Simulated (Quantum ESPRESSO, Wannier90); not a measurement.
## Wannierisation of SrPb (Cmcm)

```xyz
4
Lattice="0.0000 0.0000 4.6829 -5.1106 0.0000 0.0000 2.5553 -6.1182 0.0000" Properties=species:S:1:pos:R:3 pbc="T T T"
Sr     0.0000    -1.6271    -1.1707
Sr     0.0000     1.6271     1.1707
Pb    -2.5553     1.0265    -1.1707
Pb     2.5553    -1.0265     1.1707
```

Structure: Materials Project mp-21093, symmetrised, not relaxed again. COD (Crystallography Open Database) has an entry of this formula and space group (matched by these alone). Computed values, not measurements, from PBEsol: Quantum ESPRESSO (norm-conserving PseudoDojo potentials, cutoff 55 Ry, no spin polarisation, no spin-orbit coupling) on a Γ-centred 4×4×4 mesh, then Wannier90. Density: 10×10×10 mesh, cold smearing 0.01 Ry. Spin-orbit coupling is left out although heavy elements are present.

Bands 19-20 form an isolated set from -9.98 to -6.95 eV relative to the Fermi level (on the path) and are turned into 2 Wannier functions by minimising the spread from the start: atomic waves Pb 6s.

Centres (Cartesian, Å; one of the equivalent choices) and spreads:

```tsv
n	x	y	z	spread (Å²)	nearest atom
1	-2.555	0.996	-1.171	2.309	Pb3
2	2.555	-0.996	1.171	2.309	Pb4
```

Ω_I = 4.59 Å², Ω_total = 4.62 Å²; the interpolated bands follow pw.x to 1.0 meV rms on the path. Only this start was tried; a symmetric start can stop on a saddle, and mixtures of these functions could lower the total by at most Ω_total − Ω_I.
